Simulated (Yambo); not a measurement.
G0W0@PBEsol for Si2N2O (space group Cmc2_1, No. 36) in Yambo. Reference settings: 2×2×2 Γ-centred k mesh, 174 bands and a 7 Ry block in the screening, 174 bands in G with the Bruneval-Gonze terminator, plasmon pole fitted at 27.2 eV. The PBEsol gap Γ → Γ on this mesh is 5.02 eV; G0W0 gaps are taken between the same points.

```json
[
 {"change from the reference": "reference settings", "G0W0 gap Γ → Γ (eV)": "6.81", "shift of the valence edge (eV)": "-0.99"},
 {"change from the reference": "no terminator", "G0W0 gap Γ → Γ (eV)": "6.74", "shift of the valence edge (eV)": "-0.77"},
 {"change from the reference": "114 bands in G, no terminator", "G0W0 gap Γ → Γ (eV)": "6.65", "shift of the valence edge (eV)": "-0.59"},
 {"change from the reference": "114 bands in G", "G0W0 gap Γ → Γ (eV)": "6.80", "shift of the valence edge (eV)": "-0.97"},
 {"change from the reference": "69 bands in G, no terminator", "G0W0 gap Γ → Γ (eV)": "?", "shift of the valence edge (eV)": "-0.28"},
 {"change from the reference": "84 bands in W", "G0W0 gap Γ → Γ (eV)": "6.87", "shift of the valence edge (eV)": "-0.85"},
 {"change from the reference": "114 bands in W, 114 bands in G", "G0W0 gap Γ → Γ (eV)": "6.82", "shift of the valence edge (eV)": "-0.90"},
 {"change from the reference": "pole fitted at 15 eV", "G0W0 gap Γ → Γ (eV)": "6.78", "shift of the valence edge (eV)": "-0.92"}
]
```

Q: Estimate the withheld gaps from the other rows; the computed values follow.

A: 
- 69 bands in G, no terminator, G0W0 gap Γ → Γ (eV): 6.59

The reference isn't shown to be the converged limit.

Geometry of the Materials Project entry, not relaxed at this level; primitive cell a = b = 5.228 Å, c = 4.859 Å, α = β = 90.00°, γ = 63.53°.

A shift is the quasiparticle energy of the state minus its PBEsol energy.
